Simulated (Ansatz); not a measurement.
Al₂Au:
```
Al2Au
1.0
   -1.83420     1.83420     3.85894
    1.83420    -1.83420     3.85894
    1.83420     1.83420    -3.85894
Au Al
1 2
Direct
  0.00000   0.00000   0.00000
  0.33556   0.33556   0.00000
  0.66444   0.66444   0.00000
```

This is the PBE-relaxed structure.

Problem. All from plane-wave PAW PBE (Ansatz code), unless another level is named. Predict the density of states at the Fermi level.

Solution. 0.29 states/eV per atom (mean over ±0.08 eV).

Problem. What about the formation energy from the elements (no fitted shifts)?

Solution. -0.20 eV/atom.

Space group I4/mmm (MoSi2 or CaC2 type). The cell is a constructed one: a structure type filled with these elements; neither database checked (COD, Materials Project) lists it. COD files the formula under space group No. 225. Whether it is the stable phase at ambient conditions was not checked. The PBE relaxation kept the symmetry of its start; its stability against distortions is not shown here. The references are the lowest solids computed at this level, not always the standard phases. Spin–orbit coupling is left out wherever it is not named.

Potentials: the later of the program's two PAW sets.
